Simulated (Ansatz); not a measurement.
Every step of a relaxation of Mg2Au (fluorite type)

DFT, r2SCAN, PAW with Ansatz's default frozen-core files, scalar-relativistic (Ansatz 0.2.0); a Γ-centred 10×10×10 k mesh, Fermi–Dirac smearing of 0.05 eV, no spin polarisation. The run relaxes cell and atoms at a target pressure of 0 GPa.

Command: `ansatz run input.yaml --threads 1 --pin off --max-ram 3072MiB --backend cpu --events-out ev --progress --plain --runs-dir out` It took 48 s on 1 thread of Arm Neoverse V1, with other jobs on the host, peak memory 0.59 GiB.

```yaml
crystal:
  lattice:
    - [0.0, 3.0960972392, 3.0960972392]
    - [3.0960972392, 0.0, 3.0960972392]
    - [3.0960972392, 3.0960972392, 0.0]
  atoms:
    - { symbol: Au, position: [0.0, 0.0, 0.0] }
    - { symbol: Mg, position: [0.25, 0.25, 0.25] }
    - { symbol: Mg, position: [0.75, 0.75, 0.75] }
kpoints:
  mp_grid: { grid: [10, 10, 10] }
scf:
  occupations: { method: fermi_dirac, width: 0.05 }
hamiltonian:
  xc: r2scan
  pseudopotentials: { kind: paw }
output:
  forces: true
  stress: true
  write_density: true
  write_potential: true
  elf: true
  volumetric_format: npy
relax:
  f_tol: 0.005
  max_steps: 50
  cell: {}
```

Each step lists its free energy a cell above the last geometry, the pressure, the cell vectors (Å), and Cartesian positions (Å) with forces (eV/Å).

The first step:

```
step 1  dF = 118.67 meV  P = 7.08 GPa
  cell 0.0000 3.0961 3.0961  3.0961 0.0000 3.0961  3.0961 3.0961 0.0000
  Au 0.0000 0.0000 0.0000   0.0000 0.0000 0.0000
  Mg 1.5480 1.5480 1.5480   0.0000 0.0000 0.0000
  Mg 4.6441 4.6441 4.6441   0.0000 0.0000 0.0000
```

Spin–orbit coupling is left out, which matters for the heavy atoms. The PAW files were made under PBE.

**Question.** Where does the relaxation end, and by which steps?

**Answer.** After 4 geometries, with conventional a, b, c = 6.391, 6.391, 6.391 Å, at 21.758 Å³/atom (+9.97 % against the start) in space group Fm-3m, with a shortest distance of 2.768 Å. The further steps:
```
step 2  dF = 6.66 meV  P = -1.31 GPa
  cell 0.0000 3.2202 3.2202  3.2202 0.0000 3.2202  3.2202 3.2202 0.0000
  Au 0.0000 0.0000 0.0000   0.0000 0.0000 0.0000
  Mg 1.6101 1.6101 1.6101   0.0000 0.0000 0.0000
  Mg 4.8303 4.8303 4.8303   0.0000 0.0000 0.0000
step 3  dF = 0.20 meV  P = -0.20 GPa
  cell 0.0000 3.1995 3.1995  3.1995 0.0000 3.1995  3.1995 3.1995 0.0000
  Au 0.0000 0.0000 0.0000   0.0000 0.0000 0.0000
  Mg 1.5998 1.5998 1.5998   0.0000 0.0000 0.0000
  Mg 4.7993 4.7993 4.7993   0.0000 0.0000 0.0000
step 4  dF = 0.00 meV  P = 0.01 GPa
  cell 0.0000 3.1957 3.1957  3.1957 0.0000 3.1957  3.1957 3.1957 0.0000
  Au 0.0000 0.0000 0.0000   0.0000 0.0000 0.0000
  Mg 1.5979 1.5979 1.5979   0.0000 0.0000 0.0000
  Mg 4.7936 4.7936 4.7936   0.0000 0.0000 0.0000
step 5  dF = -1.70 meV  P = 0.01 GPa  (same geometry on a basis chosen anew; earlier energies don't compare to the last digit)
  cell 0.0000 3.1957 3.1957  3.1957 0.0000 3.1957  3.1957 3.1957 0.0000
  Au 0.0000 0.0000 0.0000   0.0000 0.0000 0.0000
  Mg 1.5979 1.5979 1.5979   0.0000 0.0000 0.0000
  Mg 4.7936 4.7936 4.7936   0.0000 0.0000 0.0000
```
